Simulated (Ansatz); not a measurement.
CaZn₂P₂:
```xyz
5
Lattice="4.0131 0.0000 0.0000 -2.0066 3.4754 0.0000 0.0000 0.0000 6.8130" Properties=species:S:1:pos:R:3 pbc="T T T"
Ca     0.0000     0.0000     0.0000
Zn     0.0000     2.3170     4.3138
Zn     2.0066     1.1585     2.4992
P      2.0066     1.1585     5.0178
P      0.0000     2.3170     1.7952
```

Relaxed with r²SCAN.

**Question.** Give the Bader charges and basin volumes of the independent atoms, r²SCAN (plane waves, PAW; program Ansatz).

**Answer.** 

```json
[
 {"atom": "Ca1", "Bader charge (e)": "+1.45", "Bader volume (Å³)": "13.4"},
 {"atom": "Zn2", "Bader charge (e)": "+0.64", "Bader volume (Å³)": "13.9"},
 {"atom": "P4", "Bader charge (e)": "-1.36", "Bader volume (Å³)": "26.9"}
]
```

Space group P-3m1. The first step of the workflow began from a Materials Project structure, measured or hypothetical; the Crystallography Open Database files this formula in space group No. 164, but the cells were not matched. Whether it is the stable phase at ambient conditions was not checked. Symmetry was held in the r²SCAN relaxation; whether a distortion lowers the energy is not shown.

Potentials: the later of the program's two PAW sets.
